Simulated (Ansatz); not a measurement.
Below is a relaxed structure of Ta5TiN6. The cell was found from a structure generator's guess, not taken from experiment.

Computed with DFT PBE, scalar-relativistic, plane waves, PAW (Ansatz 0.2.0). Cutoff 420 eV, Γ-centred mesh, Gaussian smearing, no spin polarisation.

```
Ti Ta N
1.0
     3.10903    0.00000    0.00000
     0.00000    3.10903    0.00000
     0.00000    0.00000   13.16288
Ti Ta N
1 5 6
Cartesian
  1.5545 1.5545 6.5814
  0.0000 0.0000 0.0000
  1.5545 1.5545 2.2156
  0.0000 0.0000 4.4636
  0.0000 0.0000 8.6992
  1.5545 1.5545 10.9473
  0.0000 0.0000 10.9466
  1.5545 1.5545 0.0000
  0.0000 0.0000 2.2163
  1.5545 1.5545 4.4258
  0.0000 0.0000 6.5814
  1.5545 1.5545 8.7371
```

The zero of energy is the elements' standard structures at the same level (N₂ as a molecule); no fitted shifts are applied.

Question: What space group does it have?

Answer: P4/mmm (No. 123), with Ti and Ta ordered on rock salt sites. Conventional cell: a = 3.109 Å, c = 13.163 Å. Ti is surrounded by 6 N at 2.16–2.20 Å and 8 Ta at 3.05 Å; around Ta on a site of symmetry 4/mmm lie 6 N at 2.20–2.22 Å and 12 Ta at 3.11–3.12 Å; Ta on a site of symmetry 4mm has 6 N at 2.20–2.22 Å and 12 Ta at 3.11–3.14 Å; N on a site of symmetry 4mm is surrounded by 6 Ta at 2.20–2.25 Å; 4 more sites not described.

Question: What is its formation energy per atom?

Answer: −0.99 eV/atom. Whether it is stable depends on the other phases of the system, which aren't compared here.

Question: Is it a metal?

Answer: Yes, bands cross the Fermi level on the 12×12×4 mesh.

The last run used a 12×12×4 mesh (in the run's order of axes) for its 12-atom cell and Gaussian smearing of 0.10 eV. Spin–orbit coupling, which can matter for Ta, is left out. Symmetry constrained the relaxation, so the result can be a saddle point.
